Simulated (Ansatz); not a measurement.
Computed with DFT PBE, scalar-relativistic, plane waves, PAW (Ansatz 0.2.0). Settings: cutoff 420 eV, Γ-centred meshes spaced at most about 0.3 Å⁻¹, and about 0.25 Å⁻¹ or finer for metals (2π included), Gaussian smearing. Collinear spin in cells that started with moments and kept them past the coarse steps, no spin elsewhere.

Temperature and zero-point effects are left out. All come from trial cells, and lower structures may exist.

Task: These unrelaxed guesses for MnIn3 are each relaxed within their symmetry. Order them by the energy at which they end, lowest first.
A.

```xyz
4
Lattice="-2.8281 2.8281 2.8281 2.8281 -2.8281 2.8281 2.8281 2.8281 -2.8281" Properties=species:S:1:pos:R:3 pbc="T T T"
Mn    0.0000    0.0000    0.0000
In    2.8281    0.0000    0.0000
In    0.0000    2.8281    0.0000
In    0.0000    0.0000    2.8281
```

B.

```xyz
4
Lattice="3.9663 0.0000 0.0000 -1.9832 3.4349 0.0000 0.0000 0.0000 7.7868" Properties=species:S:1:pos:R:3 pbc="T T T"
Mn    0.0000    0.0000    3.8934
In    0.0000    0.0000    0.0000
In    0.0000    2.2900    3.8934
In    1.9832    1.1450    3.8934
```

Result: B (ends in P6/mmm, Li3N type, 0 meV/atom), A (ends in Im-3m, 86 meV/atom). Even the lowest end lies +0.37 eV/atom against the elements.

Another magnetic order may lie lower. Cells relaxed within their symmetry can be saddle points. Some candidate types were left out of the draw beforehand, so a known form may be missing.
